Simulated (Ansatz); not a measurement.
**Y₂Be₂N: relaxation step by step**

The cell of Y₂Be₂N is invented: random cell by space group and Wyckoff sites (P-3m1, No. 164). The dimensions are guesses.

```
Y Be N
1.0
     3.57327    0.00000    0.00000
    -1.78664    3.09454    0.00000
     0.00000    0.00000    7.78931
Y Be N
2 2 1
Direct
  0.00000 0.00000 0.73234
  0.00000 0.00000 0.26766
  0.33333 0.66667 0.25442
  0.66667 0.33333 0.74558
  0.00000 0.00000 0.50000
```

All numbers below come from DFT PBE, scalar-relativistic, plane waves, PAW (Ansatz). Cutoff 420 eV, Gaussian smearing, Γ-centred meshes. Cell and atoms relax first on a coarse mesh and then on a finer one. In between, the cell is made exact in the group found at 0.06 Å. In metals the finer mesh still leaves noise of several meV/atom or more. The steps can't lower the symmetry of their start. No spin polarisation in the relaxation; trial moments died out in a coarse test.

Steps on the 6×6×2 mesh (5 atoms, 15 steps). The free energy counts from the last step; the plane-wave basis is renewed at times, which shifts energy and pressure.

```
step  ΔF (meV/atom)  V (Å³/atom)  P (GPa)  largest force component (eV/Å)
   1         3047.2        17.23    47.04                           5.917
   2         2367.3        19.06    30.43                           3.313
   3         1875.7        20.84    18.18                           2.006
   4         1460.3        22.45     8.25                           1.918
   5         1208.4        23.42     2.07                           2.020
   6         1049.6        23.90    -1.60                           1.974
   7          905.7        24.02    -3.90                           1.878
   8          749.1        23.68    -5.21                           1.835
   9          588.7        23.26    -6.38                           1.629
  10          412.2        22.35    -6.59                           1.238
  11          219.1        20.63    -5.48                           1.002
  12           64.6        19.10    -4.55                           0.390
  13            2.9        17.54    -0.84                           0.082
  14            0.2        17.17     0.01                           0.022
  15            0.0        17.17     0.02                           0.021
```

The relaxed structure, after a last relaxation on the converged mesh:

```cif
data_structure
_symmetry_space_group_name_H-M 'P-3m1'
_symmetry_Int_Tables_number 164
_cell_length_a 3.5102
_cell_length_b 3.5102
_cell_length_c 7.9955
_cell_angle_alpha 90.000
_cell_angle_beta 90.000
_cell_angle_gamma 120.000
_cell_volume 85.32
loop_
_atom_site_label
_atom_site_type_symbol
_atom_site_symmetry_multiplicity
_atom_site_Wyckoff_symbol
_atom_site_fract_x
_atom_site_fract_y
_atom_site_fract_z
_atom_site_occupancy
Y1 Y 2 c 0.00000 0.00000 0.78308 1
Be1 Be 2 d 0.33333 0.66667 0.46695 1
N1 N 1 b 0.00000 0.00000 0.50000 1
```

The symmetry stays P-3m1 (No. 164). The volume per atom shrinks by 0.9 %, from 17.2 to 17.1 Å³. The shortest distance goes from 1.81 Å (Y–N) to 2.04 Å (Be–N). The energy falls by about 3.0 eV/atom (the start's value is from the coarse mesh). The end is written in a standard setting, so origin, axes and order of atoms can differ from the start's. Y has 1 N at 2.26 Å, 3 Be at 2.85 Å, 3 Be at 3.24 Å and 7 Y at 3.47–3.51 Å; Be has 3 N at 2.04 Å, 3 Be at 2.09 Å and 3 Y at 2.85 Å; around N lie 6 Be at 2.04 Å and 2 Y at 2.26 Å.

* Volume per atom: 17.06 Å³
* Density: 4.08 g/cm³
* Energy over the elements: −0.02 eV/atom
* Gap on the 12×12×6 mesh of the 5-atom cell: 0 eV (a metal)

The zero of energy is the elements' standard structures at the same level (N₂ as a molecule); no fitted shifts are applied.

The last run used Gaussian smearing of 0.10 eV. The k mesh leaves some 4 meV/atom of noise in the energy of each metallic cell. Symmetry constrained the relaxation, so the result can be a saddle point. In all, the 3 runs took 56 s on 1 thread of Intel(R) Xeon(R) 6975P-C (Granite Rapids), on a shared host. Another cell of Y2Be2N relaxed alike, in I4/mmm, lies 0.60 eV/atom lower, so this cell isn't the stable form at this level.
